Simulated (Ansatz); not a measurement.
Simulated powder pattern, Co Kα, λ = 1.79026 Å (kinematic, ideal powder, no thermal factors, no anomalous dispersion; the 30 strongest lines at most, above 1 %, up to 2θ = 90°):

| 2θ (°) | I/Imax (%) |
|---|---|
| 24.38 | 100 |
| 34.75 | 32 |
| 44.91 | 49 |
| 49.96 | 32 |
| 50.54 | 73 |
| 56.35 | 70 |
| 56.88 | 60 |
| 68.41 | 14 |
| 73.34 | 1.8 |
| 73.81 | 9.9 |
| 80.02 | 6.4 |
| 80.93 | 9.0 |
| 83.78 | 16 |
| 89.35 | 22 |

The pattern belongs to a structure relaxed with DFT-PBEsol in the program Ansatz with PAW potentials.

Q: Which of these materials gives this?
(A) AlAg, rock salt
(B) AlBN2, P3m1 (B on 1b, N on 1b, Al on 1c, N on 1c)
(C) AlNi, rock salt
(D) Al2Cu, I4/mcm (Cu on 4a, Al on 8h)

A: D, Al2Cu, I4/mcm (Cu on 4a, Al on 8h)

Q: Give the lattice parameters.

A: a = 5.995 Å, c = 4.825 Å.

The PBEsol relaxation kept the symmetry of its start. No spin polarisation was allowed. Axis ratios of metals converge slowly with the k-mesh, so a and c are less sure than the volume.

Potentials: the earlier of the program's two PAW sets. The files were generated under PBE; for other functionals the program regenerates the frozen cores, and for LDA and PBEsol the local potential too.
